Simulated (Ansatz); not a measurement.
## TiAu: levels along high-symmetry lines

```yaml
crystal:
  lattice:
    - [3.25400, 0.00000, 0.00000]
    - [0.00000, 3.25400, 0.00000]
    - [0.00000, 0.00000, 3.25400]
  atoms:
    - { symbol: Ti, position: [0.50000, 0.50000, 0.50000] }
    - { symbol: Au, position: [0.00000, 0.00000, 0.00000] }
```

Atoms are numbered in the order listed.

The geometry is COD entry 1510312, unchecked; take it as a test cell.

Spin polarisation is left out, and whether a magnetic state lies lower isn't shown here.

Spin–orbit coupling is left out, though it moves levels of the heavy atoms by tenths of an eV or more.

All numbers below come from Ansatz 0.2.0, DFT, PBEsol, all-electron LAPW, scalar-relativistic.

Sampling and basis: a Γ-centred 10×10×10 k mesh, Fermi–Dirac smearing of 0.08 eV, basis error target 1 meV/atom, no spin polarisation.

Points in fractions of the reciprocal vectors of this cell: Γ (0, 0, 0), X (0, 0.5, 0), M (0.5, 0.5, 0), R (0.5, 0.5, 0.5). The path joins them by straight lines in the order Γ–X–M–Γ–R–X–R–M; legs that retrace an earlier one aren't tabulated. Energies are in eV from the Fermi level.

Task: Metal or insulator at this level of theory?

Result: No gap opens: metallic or semimetallic.

Task: Tabulate bands 26 to 31, counted from the lowest band of the run, along the path.

Result: 
```csv
k (1/Å),point,band 26,band 27,band 28,band 29,band 30,band 31
0.00,Γ,-4.33,0.29,0.29,1.96,1.96,1.96
0.14,,-4.31,0.24,0.30,1.83,1.83,1.94
0.28,,-4.28,0.10,0.31,1.51,1.51,1.87
0.41,,-4.22,-0.10,0.24,1.12,1.12,1.76
0.55,,-4.16,-0.34,-0.12,0.77,0.77,1.64
0.69,,-4.10,-0.88,-0.56,0.49,0.49,1.54
0.83,,-4.05,-1.82,-0.72,0.32,0.32,1.46
0.97,X,-3.89,-2.38,-0.78,0.26,0.26,1.44
1.10,,-3.63,-2.40,-0.69,0.29,0.36,1.46
1.24,,-3.12,-2.44,-0.46,0.38,0.62,1.54
1.38,,-2.52,-2.48,-0.12,0.46,0.98,1.64
1.52,,-2.49,-1.86,0.23,0.45,1.35,1.75
1.66,,-2.44,-1.18,0.27,0.52,1.66,1.85
1.79,,-2.24,-0.59,-0.09,0.69,1.87,1.92
1.93,M,-2.05,-0.33,-0.33,0.71,1.95,1.95
2.13,,-2.53,-0.45,-0.16,0.67,1.77,1.94
2.32,,-3.60,-0.50,0.09,0.47,1.35,1.93
2.52,,-4.51,-0.33,0.22,0.27,0.96,1.92
2.71,,-4.34,-0.05,0.26,0.39,0.87,1.92
2.91,,-4.27,0.09,0.28,1.03,1.17,1.94
3.10,,-4.30,0.23,0.28,1.68,1.69,1.95
3.30,Γ,-4.33,0.29,0.29,1.96,1.96,1.96
3.54,,-4.30,0.24,0.24,1.44,1.82,1.82
3.77,,-4.35,0.20,0.20,0.70,1.46,1.46
4.01,,-4.70,0.21,0.21,0.78,1.08,1.08
4.25,,-4.72,-0.11,-0.11,1.16,1.16,1.79
4.49,,-3.62,-0.78,-0.78,1.63,1.63,3.28
4.73,,-2.46,-1.50,-1.50,2.05,2.05,3.02
4.97,R,-1.90,-1.90,-1.90,2.21,2.21,2.33
5.16,,-2.14,-1.81,-1.55,2.06,2.15,2.82
5.36,,-2.42,-1.66,-0.93,1.64,2.00,3.68
5.55,,-2.51,-1.67,-0.40,1.07,1.82,3.25
5.75,,-2.51,-2.04,-0.04,0.43,1.69,2.22
5.94,,-2.70,-2.47,-0.16,0.16,1.26,1.60
6.14,,-3.44,-2.41,-0.61,0.24,0.54,1.49
6.33,X,-3.89,-2.38,-0.78,0.26,0.26,1.44
7.70,R,-1.90,-1.90,-1.90,2.21,2.21,2.33
7.84,,-1.88,-1.85,-1.85,2.11,2.21,2.58
7.98,,-1.88,-1.71,-1.71,1.84,2.20,3.18
8.11,,-1.91,-1.48,-1.48,1.51,2.19,3.84
8.25,,-1.96,-1.18,-1.18,1.19,2.18,3.61
8.39,,-2.01,-0.82,-0.82,0.93,2.17,2.80
8.53,,-2.04,-0.49,-0.49,0.77,2.16,2.19
8.66,M,-2.05,-0.33,-0.33,0.71,1.95,1.95
```
